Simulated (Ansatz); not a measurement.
The relaxed structure here is a generated cell of Pd: the first start was made by placing the elements on the sites of a structure type, and the end was not matched to a known phase here, so it may be hypothetical. Known forms of Pd include space group No. 225.

The end point of a relaxation of Pd. Space group Pm-3n (No. 223). Level of theory: PBE (plane waves to 420 eV, PAW, scalar-relativistic; Ansatz, a quantum-chemistry and plane-wave program).

Space group Pm-3n (No. 223); a = b = c = 5.0138 Å, α = β = γ = 90.00°

```
atom  site  symmetry       x       y       z
----  ----  --------  ------  ------  ------
Pd      6c     -4m.2  0.0000  0.5000  0.2500
Pd      2a      m-3.  0.0000  0.0000  0.0000
```

For Pd, the volume per atom is 15.76 Å³ and the density is 11.22 g/cm³. The band gap comes out as zero (metallic), the shortest distances comes out as Pd–Pd 2.51 Å and the k-mesh is 9×9×9.

Band energies at high-symmetry points (eV from the Fermi level; labels of this space group; no spin-orbit coupling), from −5 eV up to 1.1 eV:

```csv
point,energies
Γ,-4.27 -4.15 -4.15 -4.15 -3.88 -3.47 -3.47 -3.47 -3.32 -3.32 -3.32 -2.99 -2.94 -2.94 -2.80 -2.80 -2.18 -2.18 -2.18 -1.62 -1.62 -1.62 -1.30 -1.30 -1.30 -1.18 -1.18 -1.18 -0.89 -0.89 -0.63 -0.63 -0.20 -0.20 -0.20 0.06 0.06 0.06
X,-4.74 -4.74 -4.07 -4.07 -3.92 -3.92 -3.89 -3.89 -3.33 -3.33 -3.16 -3.16 -2.95 -2.95 -2.64 -2.64 -2.45 -2.45 -2.02 -2.02 -1.87 -1.87 -1.67 -1.67 -1.58 -1.58 -1.45 -1.45 -0.94 -0.94 -0.57 -0.57 -0.50 -0.50 -0.45 -0.45 0.03 0.03 0.47 0.47
M,-4.82 -4.54 -4.54 -4.43 -4.23 -4.23 -4.11 -3.46 -3.41 -3.41 -3.36 -3.28 -3.28 -3.24 -3.21 -2.89 -2.76 -2.71 -2.56 -2.46 -2.46 -2.10 -2.10 -1.98 -1.98 -1.90 -1.79 -1.17 -0.97 -0.95 -0.79 -0.79 -0.78 -0.67 -0.47 -0.47 -0.37 -0.12 -0.12 -0.05 0.05 0.31 0.31 0.59
R,-4.14 -4.14 -4.14 -4.14 -4.14 -4.14 -3.65 -3.65 -3.65 -3.65 -3.62 -3.62 -2.92 -2.92 -2.92 -2.92 -2.92 -2.92 -2.45 -2.45 -2.45 -2.45 -2.45 -2.45 -1.43 -1.43 -1.43 -1.43 -1.43 -1.43 -0.44 -0.44 -0.44 -0.44 -0.44 -0.44 -0.33 -0.33 -0.33 -0.33
```

No spin polarisation in the result.

The run could not lose the symmetry of its start, so the end can be a saddle point.

All atoms sit on sites fixed by symmetry, so only the cell could relax.
